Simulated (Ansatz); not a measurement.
## An elastic constant from a strain scan in YSe

Method: DFT r2SCAN, scalar-relativistic, plane waves, PAW in Ansatz 0.2.0. Cutoff 500 eV, Γ-centred 14×14×14 k-points, Gaussian smearing of 0.15 eV. No spin polarisation. Energies are free energies at this smearing, counted from the undisturbed cell; pressure is positive in compression.

Reference structure (as given, not relaxed at this level; it stands at 0.5 GPa, and it needn't be the usual structure):

```
CELL_PARAMETERS angstrom
0.00000 2.87500 2.87500
2.87500 0.00000 2.87500
2.87500 2.87500 0.00000
ATOMIC_POSITIONS crystal
Y 0.00000 0.00000 0.00000
Se 0.50000 0.50000 0.50000
```

The cell is strained by ε times the Voigt pattern (1, 1, 0, 0, 0, 0) (xx, yy, zz, yz, xz, xy; engineering shear) with fractional coordinates fixed. The cell holds 2 atoms in V0 = 47.53 Å³. The stress column is τ = (1/V0) dE/dε, got from the stress tensor σ (compression positive) at each point as −det(1 + εP) σ : P(1 + εP)⁻¹, with P the pattern as a tensor.

| ε | ΔE (meV/atom) | τ (GPa) |
| --- | --- | --- |
| -0.0600 | 165.684 | -40.468 |
| -0.0450 | 89.699 | -28.150 |
| -0.0300 | 39.125 | -17.586 |
| -0.0150 | 10.303 | -8.566 |
| 0.0000 | 0.000 | -0.910 |
| 0.0150 | 5.366 | 5.545 |
| 0.0300 | 23.900 | 10.953 |
| 0.0450 | 53.429 | 15.445 |
| 0.0525 | 71.700 | 17.366 |
| 0.0600 | ? | ? |

Q: Which combination of elastic constants does this scan measure, and how large is it?

A: For small ε, τ = τ0 + Kε with K = pᵀCp, which for this pattern is 2(C11 + C12) in the cubic axes. The parabola through τ at ε = -0.0150, 0 and 0.0150 has slope K = 470 GPa at zero. The energies per cell, E = NΔE, of the same two points give K = 2[E(ε₊)/ε₊ − E(ε₋)/ε₋]/[(ε₊ − ε₋)V0] = 470 GPa, in agreement.

Q: Predict the withheld row at ε = 0.0600 from the harmonic law, and compare.

A: ΔE = V0(τ0 ε + Kε²/2)/N = 117.475 meV/atom and τ = 27.31 GPa. The calculation gives 91.987 meV/atom and 19.07 GPa: the energy lies 22 % below the harmonic value, as bonds soften when stretched.

In a metal these slopes depend on the k mesh and the smearing.